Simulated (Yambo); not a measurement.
A G0W0@PBEsol run in Yambo for BaS (rock salt, space group Fm-3m, No. 225) (4×4×4 Γ-centred k mesh, 148 bands and a 10 Ry block in the screening, 148 bands in G with the Bruneval-Gonze terminator, plasmon pole fitted at 27.2 eV) gives these matrix elements, in eV, at the band edges (Γ → X):

| state | E0 | <Vxc> | <Σx> | <Σc(E0)> | Z |
|---|---|---|---|---|---|
| valence edge | 0.000 | -12.548 | -15.637 | 1.573 | 0.788 |
| conduction edge | 2.038 | -8.206 | -4.282 | -3.533 | 0.829 |

Q: Solve the linearised quasiparticle equation for both states, give the gap, and say how exchange and correlation each act on it.

A: E = E0 + Z(Σx + Σc − Vxc). Valence: 0.000 + 0.788 × (-15.637 + (1.573) − (-12.548)) = -1.20 eV. Conduction: 2.038 + 0.829 × (-4.282 + (-3.533) − (-8.206)) = 2.36 eV. The gap is 3.56 eV, against 2.04 eV in PBEsol. Replacing Vxc by bare exchange alone would open it by 7.01 eV; correlation takes back 5.11 eV of that, and Z scales what is left. Nearest settings tried, and what they do to the gap: 92 bands in G: -0 meV; 63 bands in W: -60 meV; 8 Ry block (181 vectors against 283): -48 meV. Not varied: mesh. So the settings aren't converged at that level. 

Geometry relaxed with PBEsol; primitive cell a = b = c = 4.476 Å, α = β = γ = 60.00°.
